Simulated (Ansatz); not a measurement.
A distorted cell of TiB2 (AlB2 type, space group P6/mmm):

```
CELL_PARAMETERS angstrom
      3.12986     0.00000     0.00000
     -1.56493     2.71054     0.00000
      0.00000     0.00000     3.32843
ATOMIC_POSITIONS crystal
  Ti 0.00000 0.00000 0.00000
  B  0.33333 0.66667 0.50000
  B  0.66667 0.33333 0.50000
```

The numbers are results of PBE (plane waves to 420 eV, PAW, scalar-relativistic; Ansatz, a program for electronic structure), not measurements. k mesh 18×18×14 (Γ-centred), Fermi-Dirac smearing 0.05 eV. Energies are smeared free energies. Stress and pressure are positive under compression. TiB2 is run without spin polarisation. TiB2 was relaxed with its symmetry unable to fall.

What is the stress tensor (GPa)?


```
  -21.8      0.0      0.0
    0.0    -21.8      0.0
    0.0      0.0    -17.1
```
The pressure, a third of the trace, is -20.2 GPa.

It is the relaxed cell scaled evenly to V/V₀ = 1.100, atoms relaxed where free. What is its energy relative to the relaxed cell?

58 meV/atom.

(A scan under strain: stresses follow from slopes of the energy per volume, elastic moduli from its curvatures.)
